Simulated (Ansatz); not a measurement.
Input:

AlRu:
```yaml
crystal:
  lattice:
    - [2.95380, 0.00000, 0.00000]
    - [0.00000, 2.95380, 0.00000]
    - [0.00000, 0.00000, 2.95380]
  atoms:
    - { symbol: Al, position: [0.00000, 0.00000, 0.00000] }
    - { symbol: Ru, position: [0.50000, 0.50000, 0.50000] }
```

This is the LDA-relaxed structure.

All from LDA (plane waves, PAW; program Ansatz), unless another level is named. Give the density of states at the Fermi level.

0.77 states/eV per atom (mean over ±0.08 eV).

What about the formation energy from the elements (no fitted shifts)?

-0.65 eV/atom.

Space group Pm-3m (CsCl type). Symmetry was held in the LDA relaxation. The run is not spin-polarised. The references are the lowest solids computed at this level, not always the standard phases. Scalar-relativistic: spin–orbit coupling is off unless named, which matters more the heavier the elements.

Potentials: the earlier of the program's two PAW sets. The files were generated under PBE; for other functionals the program regenerates the frozen cores, and for LDA and PBEsol the local potential too.
